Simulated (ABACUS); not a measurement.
Set-up for a self-consistent single point of TiGe2 (Fddd, 6 atoms in the cell; from Materials Project mp-567889, changed as shown).

```xyz
6
Lattice="0.0000 4.3233 4.3942 2.5206 0.0000 4.3942 2.5206 4.3233 0.0000" Properties=species:S:1:pos:R:3 pbc="T T T"
Ti     3.7809     6.4849     6.5912
Ti     2.5206     4.3233     4.3942
Ge     1.2603     0.7145     2.1971
Ge     1.2603     3.6088     2.1971
Ge     2.5206     1.4472     4.3942
Ge     2.5206     7.1994     4.3942
```

All values come from this method and carry its errors: LDA (PW92), PseudoDojo 0.4 standard norm-conserving LDA (tails mended) pseudopotentials (plane waves; ABACUS).

ABACUS settings:

| setting | value |
|---|---|
| KPT | Gamma 4 4 4 0 0 0 |
| basis_type | pw |
| dft_functional | PWLDA |
| ecutwfc | 84 Ry |
| smearing_method | mv |
| smearing_sigma | 0.00734986 Ry |
| potentials | PseudoDojo 0.4 standard norm-conserving LDA (tails mended) |
| symmetry | 1 |
| symmetry_prec | 1e-05 |
| ks_solver | dav_subspace |
| scf_nmax | 100 |
| scf_thr | 1.0e-09 Ry |
| mixing_type | pulay |
| mixing_beta | 0.4 |

Results:

Number of valence electrons: 80
Number of bands: 50
Number of k-points after the program's reduction: 18
Number of plane waves (most at a k-point): 8424
Number of SCF iterations: 10
FFT grid: 72 × 60 × 60
Free energy E − TS: -12945.7530 eV
Fermi level (on the code's own zero): 14.45 eV
Pressure: -6.87 GPa
Largest force (vector length): 0.137 eV/Å

Forces (eV/Å):
```tsv
atom	Fx	Fy	Fz
Ti1	0.000	0.000	0.000
Ti2	0.000	0.000	0.000
Ge3	0.000	-0.137	0.000
Ge4	0.000	0.137	0.000
Ge5	0.000	0.137	0.000
Ge6	0.000	-0.137	0.000
```

Stress (GPa, positive for compression):
```
-6.86   0.00   0.00
 0.00  -5.77   0.00
 0.00   0.00  -7.98
```

For comparison: a first run was changed to give this one (volume scaled by 1.01), and from it to this one the free energy rises by 6.2 meV/atom, the pressure goes from -5.81 to -6.87 GPa and the largest force stays at 0.137 eV/Å.

The structure comes from a collection of computed structures, made at another level of theory; the collection holds predicted forms beside known ones. No clean gap shows at this smearing width and mesh (spacing up to 0.40 Å⁻¹); the mesh is coarse for partly filled bands, so the values carry mesh errors.

Cost on one core: around 5 core-minutes (rough).

“Tails mended”: in these copies of the files the far tail of each local potential was reset to the Coulomb form.
